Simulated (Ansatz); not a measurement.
Ca, DFT, PBEsol, all-electron PAW with datasets made for the crystal, scalar-relativistic (Ansatz 0.2.0), run on 1 thread of Arm Neoverse V2 on a shared host.

Structure: COD 9011033, as refined from experiment and not relaxed. The listed cell was then made from it by scaling, straining or moving an atom.

Command: `ansatz run input.yaml --threads 1 --pin off --max-ram 3072MiB --backend cpu --events-out ev --progress --plain --runs-dir out`

```yaml
crystal:
  lattice:
    - [0.0, 2.7942, 2.738316]
    - [2.7942, 0.0, 2.738316]
    - [2.7942, 2.7942, 0.0]
  atoms:
    - { symbol: Ca, position: [0.0, 0.0, 0.0] }
kpoints:
  mp_grid: { grid: [11, 11, 11] }
scf:
  occupations: { method: fermi_dirac, width: 0.05 }
hamiltonian:
  xc: pbesol
  pseudopotentials: { kind: all_electron, datasets: crystal }
output:
  forces: true
  stress: true
  eigenvalues: true
  efg: { contact_densities: true }
```

(1) How large is the problem that the program sets up?

(2) Estimate the wall time and the peak memory.

Answers

(1) 126 irreducible k-points, 283 plane waves at Γ, 9 bands.

(2) 4.5 s of wall time for 6 SCF iterations, with a peak of 0.32 GiB. Times on shared machines scatter by tens of per cent.
